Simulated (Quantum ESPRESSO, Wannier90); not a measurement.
**MgSe (zinc blende), plane waves to Wannier functions**

Materials Project entry mp-13031; symmetrised, unrelaxed at this level. Not found in the COD (Crystallography Open Database) copy used, which has the formula in other groups; not checked further. Method: LDA plane waves in Quantum ESPRESSO 7.5 (PseudoDojo norm-conserving files, 69 Ry, no spin polarisation, no spin-orbit coupling), Bloch states on a 10×10×10 mesh through Γ, Wannier90 4.0.1. Density: 10×10×10 mesh, cold smearing 0.01 Ry. Spin-orbit coupling, left out, would split the p-like bands by a few tenths of an eV.

```
begin unit_cell_cart
ang
    0.0000000000    2.9689300000    2.9689300000
    2.9689300000    0.0000000000    2.9689300000
    2.9689300000    2.9689300000    0.0000000000
end unit_cell_cart
mp_grid = 10 10 10
```

Neighbour vectors b of the finite-difference formula (Å⁻¹), by shell:

```csv
shell,b_x,b_y,b_z
1,0.10582,0.10582,-0.10582
1,0.10582,-0.10582,0.10582
1,-0.10582,0.10582,0.10582
1,0.10582,0.10582,0.10582
1,-0.10582,-0.10582,0.10582
1,-0.10582,0.10582,-0.10582
1,0.10582,-0.10582,-0.10582
1,-0.10582,-0.10582,-0.10582
```

**Question.** Find the weights w_b from the completeness condition Σ_b w_b b_α b_β = δ_αβ.

**Answer.** Shell 1: Σ b_x² = 0.090, Σ b_y² = 0.090, Σ b_z² = 0.090 Å⁻²
Each of the three diagonal sums, weighted, has to give 1 and the off-diagonal ones 0, which holds for w_1 = 11.2 Å². Check on xx: 11.16×0.090 = 1.00.

On this mesh the 4 functions of bands 10-13 (valence bands; start: s functions at the bond centres, conv_tol = 1.0e-6) end with spreads 1.6821, 1.6821, 1.6821, 1.6821 Å², Ω_I = 5.9044 Å² and Ω_D = 0.0004 Å².

Ω_total is the sum of the spreads, 6.728 Å². Ω_OD = Ω_total − Ω_I − Ω_D = 0.824 Å². Only (Ω_D + Ω_OD)/Ω_total = 12.2 % depends on the gauge, and another start could lower the total by that share at most. The rms radius is √(Ω_total/4) = 1.30 Å.
